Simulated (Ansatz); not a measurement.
## Surface calculation: fcc Pb (110), 7 layers

The slab is cut from the fcc crystal, the stable phase, as relaxed on PAW files (32.00 Å³/atom), with 16 Å of vacuum and a dipole correction:

```
Pb
1.0
     3.56346    0.00000    0.00000
     0.00000    5.03949    0.00000
     0.00000    0.00000   26.69040
Pb
7
Direct
  0.00000 0.00000 0.29973
  0.50000 0.50000 0.36649
  0.00000 0.00000 0.43324
  0.50000 0.50000 0.50000
  0.00000 0.00000 0.56676
  0.50000 0.50000 0.63351
  0.00000 0.00000 0.70027
```

Level of theory: DFT with PBE, scalar-relativistic, in Ansatz 0.2.0; a Γ-centred 12×8×1 k mesh, Fermi–Dirac smearing of 0.1 eV, no spin polarisation. LAPW: all electrons, basis error target 1 meV/atom; PAW: frozen-core files, cutoff 420 eV.

The bulk energy comes from a cell in the slab's orientation on a 12×8×12 mesh. The surface energy is (E(slab) − N·E(bulk))/2A at zero smearing, the mean of both faces; thin slabs carry quantum-size effects.

Spin–orbit coupling is left out, which matters for the heavy atoms.

Task: As cut, the LAPW slab lies 0.914 eV above 7 atoms of bulk. What surface energy is that?

Result: Over two faces of 17.96 Å² it is 25.5 meV/Å², and times 16.02 J/m² per eV/Å² that gives γ = 0.408 J/m².

```
method  γ as cut (J/m²)  γ relaxed (J/m²)  Φ as cut (eV)  Φ relaxed (eV)
  LAPW            0.408                 ?           3.70            3.73
```

Task: What belongs in the row "LAPW", column "γ relaxed (J/m²)"?

Result: 0.345.

Task: How do the spacings between the planes relax (positions relaxed on PAW files)?

Result: From the bottom face up: d12 -19.5 % of 1.782 Å, d23 +5.1 % of 1.782 Å, d34 -0.8 % of 1.782 Å, d45 -0.8 % of 1.782 Å, d56 +5.1 % of 1.782 Å, d67 -19.5 % of 1.782 Å.

Task: What changes if relativity is switched off, at the same positions?

Result: LAPW then gives: no gap, work function 3.94 eV.

Task: A 4f core hole is made on one atom of each kind in every 1×1 cell (PAW hole dataset, neutral cell, valence without spin). What does it cost by layer?

Result: layer 1 137.29 eV, layer 2 137.34 eV, layer 3 137.38 eV, layer 4 137.45 eV. Shifts between layers mean more than the absolute values, and a whole layer of holes screens otherwise than one hole.

Task: In the relaxed 1×1 cell, replace the outer, then the middle Pb by Bi, which changes a whole layer. What shift does this Z+1 picture give?

Result: E(outer) − E(middle) = -0.16 eV by LAPW and -0.16 eV by PAW; a positive value puts the surface line at higher binding energy.
